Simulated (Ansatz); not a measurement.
Au (hcp (Mg type), P6_3/mmc) at seven volumes, DFT-r²SCAN in the program Ansatz with PAW potentials, shape and atoms relaxed at each. One row is withheld.

| V (Å³/atom) | P (GPa) |
|---|---|
| 16.006 | 18.64 |
| 16.534 | ? |
| 17.062 | 4.95 |
| 17.589 | 0.00 |
| 18.117 | -4.04 |
| 18.645 | -7.31 |
| 19.172 | -9.94 |

Task: Fit the shown pressures and predict the withheld one.

Result: Third-order Birch–Murnaghan: P = (3/2)B₀(x^(7/2) − x^(5/2))[1 + (3/4)(B′ − 4)(x − 1)] with x = (V₀/V)^(2/3). Least squares on the six rows gives V₀ = 17.588 Å³/atom, B₀ = 149.3 GPa, B′ = 5.99. At V = 16.534, x = 1.0421 and P = 11.10 GPa. The run itself gave 11.08 GPa.

The workflow started from an entry of the Crystallography Open Database (COD), which files this formula under 2 space groups. It is not the phase usual at ambient conditions (space group No. 225). The cell was relaxed with r²SCAN under the symmetry of its start; its stability against distortions is not shown here. Scalar-relativistic: spin–orbit coupling is off unless named, which matters more the heavier the elements.

Potentials: the later of the program's two PAW sets.
